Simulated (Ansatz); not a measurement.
The cell below belongs to a search over invented structures; it isn't taken from experiment.

Input and command of a plane-wave DFT calculation in Ansatz:

```yaml
crystal:
  lattice:
    - [-2.7, 2.7, 3.9]
    - [2.7, -2.7, 3.9]
    - [2.7, 2.7, -3.9]
  atoms:
    - { symbol: Mg, position: [0.25, 0.75, 0.5] }
    - { symbol: Mg, position: [0.75, 0.25, 0.5] }
    - { symbol: Fe, position: [0.3, 0.8, 0.1], spin: 4.0 }
    - { symbol: Fe, position: [0.7, 0.2, 0.9], spin: 4.0 }
    - { symbol: Fe, position: [0.2, 0.3, 0.5], spin: 4.0 }
    - { symbol: Fe, position: [0.8, 0.7, 0.5], spin: 4.0 }
    - { symbol: Fe, position: [0.25, 0.25, 0.0], spin: 4.0 }
    - { symbol: Fe, position: [0.75, 0.75, 0.0], spin: 4.0 }
    - { symbol: O, position: [0.5, 0.5, 0.0] }
    - { symbol: O, position: [0.0, 0.0, 0.0] }
basis:
  ecutwfc: 420
kpoints:
  mp_grid: { grid: [4, 4, 4] }
hamiltonian:
  xc: pbe
scf:
  occupations: { method: gaussian, width: 0.2 }
  lower_state_search: "off"
output:
  forces: true
  stress: true
  eigenvalues: true
  populations: true
magnetization:
  spin_polarized: true
relax:
  adjacent_minimum: "off"
  f_tol: 0.08
  max_steps: 16
  cell: { stress_tol: 0.8 }
```

```bash
ansatz run input.yaml --threads 1 --pin off --max-ram 2560MiB --backend cpu --events-out ev --progress --plain --runs-dir out
```

Processor: Intel(R) Xeon(R) Platinum 8375C CPU @ 2.90GHz (Ice Lake), 1 thread, on a host shared with other jobs.

Estimate time, memory and problem size.

About 120 s, peak memory 0.64 GiB. It solves 92 bands at 13 k points (after reduction by symmetry) with about 2277 plane waves (on the last cell), in 64 SCF iterations over 6 ionic steps.
